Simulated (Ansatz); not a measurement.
Data:

LaPb3:
```cif
data_LaPb3
_chemical_formula_sum 'La1 Pb3'
_space_group_name_H-M_alt 'Pm-3m'
_space_group_IT_number 221
_space_group_name_Hall '-P 4 2 3'
_cell_length_a 4.94909
_cell_length_b 4.94909
_cell_length_c 4.94909
_cell_angle_alpha 90.000
_cell_angle_beta 90.000
_cell_angle_gamma 90.000
loop_
_atom_site_label
_atom_site_type_symbol
_atom_site_symmetry_multiplicity
_atom_site_Wyckoff_symbol
_atom_site_fract_x
_atom_site_fract_y
_atom_site_fract_z
_atom_site_occupancy
La1 La 1 a 0.00000 0.00000 0.00000 1
Pb1 Pb 3 c 0.00000 0.50000 0.50000 1
```

This is the r²SCAN-relaxed structure.

**Question.** All from r²SCAN (plane waves, PAW; program Ansatz), unless another level is named. Predict the density of states at the Fermi level.

**Answer.** 0.83 states/eV per atom (mean over ±0.08 eV).

**Question.** Next, the formation energy from the elements (no fitted shifts)?

**Answer.** -0.55 eV/atom.

The first step of the workflow began from a Materials Project structure, measured or hypothetical; the Crystallography Open Database files this formula in space group No. 221, but the cells were not matched. Whether it is the stable phase at ambient conditions was not checked. The cell was relaxed with r²SCAN under the symmetry of its start; its stability against distortions is not shown here. The references are the lowest solids computed at this level, not always the standard phases. Scalar-relativistic: spin–orbit coupling is off unless named, which matters more the heavier the elements.

Potentials: the later of the program's two PAW sets.
